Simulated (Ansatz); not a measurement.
The calculation used DFT PBE, scalar-relativistic, plane waves, PAW (Ansatz). All cells share a 420 eV cutoff and Γ-centred k meshes spaced at most about 0.3 Å⁻¹ (about 0.25 or finer for metals, 2π included). No spin polarisation in the final relaxations.

These are static total energies at zero pressure.

Two relaxed structures of InGa3Se2:

A.

```cif
data_structure
_symmetry_space_group_name_H-M 'P6mm'
_symmetry_Int_Tables_number 183
_cell_length_a 6.1971
_cell_length_b 6.1971
_cell_length_c 4.4396
_cell_angle_alpha 90.000
_cell_angle_beta 90.000
_cell_angle_gamma 120.000
_cell_volume 147.65
loop_
_atom_site_label
_atom_site_type_symbol
_atom_site_symmetry_multiplicity
_atom_site_Wyckoff_symbol
_atom_site_fract_x
_atom_site_fract_y
_atom_site_fract_z
_atom_site_occupancy
In1 In 1 a 0.00000 0.00000 0.93327 1
Ga1 Ga 3 c 0.50000 0.50000 0.44799 1
Se1 Se 2 b 0.66667 0.33333 0.95819 1
```

B.

```cif
data_structure
_symmetry_space_group_name_H-M 'P4mm'
_symmetry_Int_Tables_number 99
_cell_length_a 4.9284
_cell_length_b 4.9284
_cell_length_c 7.3213
_cell_angle_alpha 90.000
_cell_angle_beta 90.000
_cell_angle_gamma 90.000
_cell_volume 177.83
loop_
_atom_site_label
_atom_site_type_symbol
_atom_site_symmetry_multiplicity
_atom_site_Wyckoff_symbol
_atom_site_fract_x
_atom_site_fract_y
_atom_site_fract_z
_atom_site_occupancy
In1 In 1 a 0.00000 0.00000 0.10514 1
Ga1 Ga 1 a 0.00000 0.00000 0.46847 1
Ga2 Ga 2 c 0.50000 0.00000 0.60148 1
Se1 Se 2 c 0.50000 0.00000 0.93599 1
```

Problem. Which would you expect to be lower, and how large is the difference?

Solution. A is lower, by 8 meV/atom. A has space group P6mm (No. 183), 24.6 Å³/atom and no gap on its mesh; B has space group P4mm (No. 99), 29.6 Å³/atom and no gap. Counting Se atoms around Ga and In (those within 1.25 times the shortest such distance or 1.15 times the sum of covalent radii; a plus sign parts nearer from farther groups; the shortest distance is added where it is long for a bond; a slash parts the counts of unlike sites), A has In 6 from 3.6 Å, Ga 4 and B has In 4, Ga 1/4+4 from 4.2 Å. The denser one is the lower, and pressure would at first widen the difference. Both come from invented guesses.

For metals, differences of a few meV/atom aren't resolved. Cells relaxed within their symmetry can be saddle points.
